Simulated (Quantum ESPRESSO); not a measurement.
Mg2GaFS3, convergence and cost over cutoff and k mesh

Computed values, not a measurement. The program is pw.x of Quantum ESPRESSO 7.5 (plane-wave density functional theory). The cell is made up: 7 atoms on a zincblende/diamond lattice with one site empty, with randomly drawn elements, strain and displacements, not relaxed. PseudoDojo standard norm-conserving files (v0.5 for PBE, v0.4.1 for LDA and PBEsol) set the functional; there is no spin polarisation, spin-orbit coupling or dispersion term, and the masses in the input are unused placeholders.

Input of the run in row 4:

```
&control calculation='scf', pseudo_dir='./dojo.nc.sr.pbe.v0_5.standard.upf', outdir='./o', disk_io='medium', tprnfor=.true., tstress=.true. /
&system ibrav=0, nat=7, ntyp=4, nbnd=35, ecutwfc=84.00895049, nosym=.true., tot_charge=0,
 occupations='smearing', smearing='fd', degauss=0.0018374661
/
&electrons conv_thr=7.350e-09, electron_maxstep=60, /
ATOMIC_SPECIES
F 1.0 F.upf
Ga 1.0 Ga.upf
Mg 1.0 Mg.upf
S 1.0 S.upf
CELL_PARAMETERS angstrom
5.2017 -0.0302 -0.0046
-0.0302 5.058 0.1021
-0.0046 0.1021 5.1869
ATOMIC_POSITIONS angstrom
Mg -0.0685 2.5271 2.6124
Mg 2.4433 -0.0627 2.5524
Ga 2.5142 2.5832 0.1818
F 1.2686 1.2364 1.3474
S 1.2438 3.8808 4.0051
S 3.9723 1.2774 3.8751
S 3.8758 3.836 1.431
K_POINTS automatic
4 4 4 1 1 1
```

The same cell was run at these settings. Meshes are shifted by half a step, and differences are from the last row, which is itself not exact.

```
cutoff (eV)     k mesh  k points solved  threshold (eV)  free energy less the last row's (eV)  pressure (GPa)  largest stress difference (GPa)  largest force difference (eV/Å)  iterations  wall time (s)  k-point pools              processor
        800  2 x 2 x 2                4           1e-04                                 2.602          -15.35                            25.28                            0.062           7             22              1  AMD EPYC, Zen 5 class
       1143  2 x 2 x 2                4           1e-07                                 0.098           10.06                             0.25                            0.064          10             55              1  AMD EPYC, Zen 5 class
        602  4 x 4 x 4               32           1e-07                                37.934         -194.22                           204.48                            0.162          10            143              1  AMD EPYC, Zen 5 class
       1143  4 x 4 x 4               32           1e-07                                 0.003            9.84                             0.01                            0.005          10            236              1  AMD EPYC, Zen 5 class
       1437  6 x 6 x 6              108           1e-07                                 0.000            9.85                             0.00                            0.000          10            946              1  AMD EPYC, Zen 5 class
```

Each pool is one process. Wall times include start-up and a band step at six k points, which weighs most on the coarsest meshes. The runs were on shared virtual cores whose load varied, so times are rough.